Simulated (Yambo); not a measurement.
```
CELL_PARAMETERS angstrom
      5.32500     0.00000     0.00000
      0.00000     5.32500     0.00000
      0.00000     0.00000     3.94449
ATOMIC_POSITIONS crystal
  O  0.50000 0.00000 0.48918
  O  0.00000 0.50000 0.51082
  O  0.25000 0.25000 0.00000
  O  0.25000 0.75000 0.00000
  O  0.75000 0.75000 0.00000
  O  0.75000 0.25000 0.00000
  W  0.50000 0.00000 0.93482
  W  0.00000 0.50000 0.06518
```

WO$_{3}$ (space group P4/nmm, No. 129): mean Im ε in 1 eV windows above the direct gap of 1.72 eV, for different electron-hole kernels (Yambo, broadening 0.15 eV, PBEsol (Quantum ESPRESSO, PseudoDojo norm-conserving, 84 Ry, no spin-orbit coupling) bands; 4×4×6 mesh, 15 valence and 6 conduction bands, static screening with 72 bands and a 3 Ry block, scissor 1.14 eV, Tamm-Dancoff; field along x).

| window (eV) | independent quasiparticles | RPA (no attraction) | BSE |
|---|---|---|---|
| 1.7 to 2.7 | 1.4 | 1.3 | 6.7 |
| 2.7 to 3.7 | 5.8 | 5.5 | 5.4 |
| 3.7 to 4.7 | 6.8 | 6.1 | 9.0 |
| 4.7 to 5.7 | 7.1 | 6.5 | 6.0 |

This run doesn't resolve bound excitons or single peaks, so only averages are given, and they too depend on the mesh; weight that the attraction moves below the gap isn't listed. All transitions below 6.54 eV are in the band window. The scissor comes from a G0W0 run whose convergence isn't established.

Without spin-orbit coupling, band edges of such heavy elements can be off by tenths of an eV.

Geometry of the Materials Project entry, not relaxed at this level.
